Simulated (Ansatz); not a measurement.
In GdN (rock salt type) the Gd atom of the primitive cell, with all its periodic images, is moved by 0.02 Å along x.

```yaml
crystal:
  lattice:
    - [0.00000, 2.49000, 2.49000]
    - [2.49000, 0.00000, 2.49000]
    - [2.49000, 2.49000, 0.00000]
  atoms:
    - { symbol: Gd, position: [0.99598, 0.00402, 0.00402] }
    - { symbol: N, position: [0.50000, 0.50000, 0.50000] }
```
Lattice in Å, positions in fractions of it.

Computed with Ansatz 0.2.0 development build, PBE, plane waves, PAW datasets (generated soft set 1).

Cutoff 420 eV; k-mesh 8×8×8 Γ-centred; Fermi–Dirac smearing of 0.1 eV; no spin polarisation; no spin–orbit coupling.

Question: What force results, and what does it mean for the zone-centre vibration?

Answer: The force on it along the displacement is -0.0294 eV/Å, a force constant of 1.47 eV/Å². The cell stands under a pressure of -6.1 GPa, which shifts the constant from its value at the relaxed volume. With the reduced mass of 12.86 u the zone-centre optical mode lies at 176 cm⁻¹ (5.29 THz) in this finite-step estimate.

| atom | Fx (eV/Å) | Fy (eV/Å) | Fz (eV/Å) |
| --- | --- | --- | --- |
| Gd1 | -0.0294 | 0.0000 | 0.0000 |
| N2 | 0.0294 | 0.0000 | 0.0000 |

The k-mesh is modest, so these values aren't fully converged in k. The open f shell is treated without spin here, so this is a model state and not the ground state.
